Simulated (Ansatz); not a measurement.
Total density of states per atom from the program Ansatz at the r²SCAN level (PAW), in 0.25 eV bins, energy from the valence-band maximum:

```
E (eV)  states/eV/atom
------  --------------
-7.90             0.00
-7.65             0.00
-7.40             0.00
-7.15             0.00
-6.90             0.00
-6.65             0.01
-6.40             0.07
-6.15             0.12
-5.90             0.16
-5.65             0.22
-5.40             0.46
-5.15             0.92
-4.90             1.06
-4.65             0.73
-4.40             1.12
-4.15             0.76
-3.90             0.62
-3.65             0.85
-3.40             0.61
-3.15             0.34
-2.90             0.37
-2.65             0.52
-2.40             0.66
-2.15             0.69
-1.90             0.76
-1.65             0.75
-1.40             1.59
-1.15             0.72
-0.90             0.99
-0.65             0.54
-0.40             0.24
-0.15             0.12
0.10              0.00
0.35              0.00
0.60              0.00
0.85              0.00
1.10              0.00
1.35              0.00
1.60              0.00
1.85              0.00
2.10              0.00
2.35              0.00
2.60              0.00
2.85              0.00
3.10              0.00
3.35              0.00
3.60              0.00
3.85              0.00
4.10              0.00
4.35              0.03
4.60              0.22
4.85              1.00
5.10              1.70
5.35              0.76
5.60              0.93
5.85              0.63
6.10              0.05
6.35              0.00
6.60              0.00
6.85              0.01
7.10              0.02
7.35              0.18
7.60              1.33
7.85              0.82
8.10              0.56
8.35              0.55
8.60              0.47
8.85              0.66
9.10              0.80
```

Task: Pick the material that matches.
A. TeO2, fluorite
B. HfO2, fluorite
C. HfSiSe, P4/nmm (Hf on 2c, Si on 2a, Se on 2c)
D. TeO2, CdI2 type

Result: B, HfO2, fluorite. Top 1 eV of the valence band: O 2p 94 %. Bottom 1 eV of the conduction band: Hf 5d 85 %, O 2p 11 %. Projections are on Löwdin-orthogonalised atomic valence shells; empty p or d shells of many metals are not among them.

Space group Fm-3m (fluorite). This is a known high-temperature phase of the composition, computed here at zero pressure and temperature. The cell was relaxed with r²SCAN under the symmetry of its start; its stability against distortions is not shown here. The run is not spin-polarised. Spin–orbit coupling is left out wherever it is not named.

Potentials: the later of the program's two PAW sets.
